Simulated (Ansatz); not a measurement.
BaInHO2:
Space group P4/mmm (No. 123); a = 4.2973 Å, b = 4.2973 Å, c = 3.9190 Å, α = 90.00°, β = 90.00°, γ = 90.00°

```tsv
atom	site	symmetry	x	y	z
Ba	1d	4/mmm	0.5000	0.5000	0.5000
In	1a	4/mmm	0.0000	0.0000	0.0000
O	2f	mmm.	0.0000	0.5000	0.0000
H	1b	4/mmm	0.0000	0.0000	0.5000
```

Relaxed with r²SCAN. 

Task: HSE06 on this cell (Ansatz, a quantum-chemistry and plane-wave program, PAW) gives a gap of 2.03 eV. What does r²SCAN give?

Result: 1.31 eV.

Cost on shared cores: the r²SCAN run (SCF on a 7×7×7 mesh, then bands and DOS) very roughly 60 core-seconds, the HSE06 run (SCF on 4×4×4, then a few points) around 2.7 core-minutes (rough); the tasks are unlike.

The start of the workflow was typed in or built on a structure type; neither database checked (COD, Materials Project) lists it. Its standing as an ambient phase is unchecked. The r²SCAN relaxation kept the symmetry of its start; its stability against distortions is not shown here. Scalar-relativistic: spin–orbit coupling is off unless named, which matters more the heavier the elements.

Potentials: the earlier of the program's two PAW sets. The files were generated under PBE; for other functionals the program regenerates the frozen cores, and for LDA and PBEsol the local potential too.

Ansatz is a plane-wave DFT program.
